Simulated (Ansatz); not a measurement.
C in space group I4/mmm (No. 139; C on 8h) at seven volumes, r²SCAN in the plane-wave PAW code Ansatz, shape and atoms relaxed at each. One row is withheld.

| V (Å³/atom) | P (GPa) |
|---|---|
| 5.421 | 46.51 |
| 5.600 | 28.78 |
| 5.779 | 13.38 |
| 5.957 | 0.00 |
| 6.136 | ? |
| 6.315 | -21.74 |
| 6.494 | -30.51 |

Q: Fit the shown pressures and predict the withheld one.

A: P = (3/2)B₀(x^(7/2) − x^(5/2))[1 + (3/4)(B′ − 4)(x − 1)] with x = (V₀/V)^(2/3). Least squares on the six rows gives V₀ = 5.958 Å³/atom, B₀ = 415 GPa, B′ = 3.67. At V = 6.136, x = 0.9806 and P = -11.57 GPa. The run itself gave -11.63 GPa.

The start of the workflow was typed in or built on a structure type; the Crystallography Open Database copy checked does not list it. It is not the phase usual at ambient conditions (space group No. 194, 227). Symmetry was held in the r²SCAN relaxation; whether a distortion lowers the energy is not shown.

Potentials: the earlier of the program's two PAW sets.
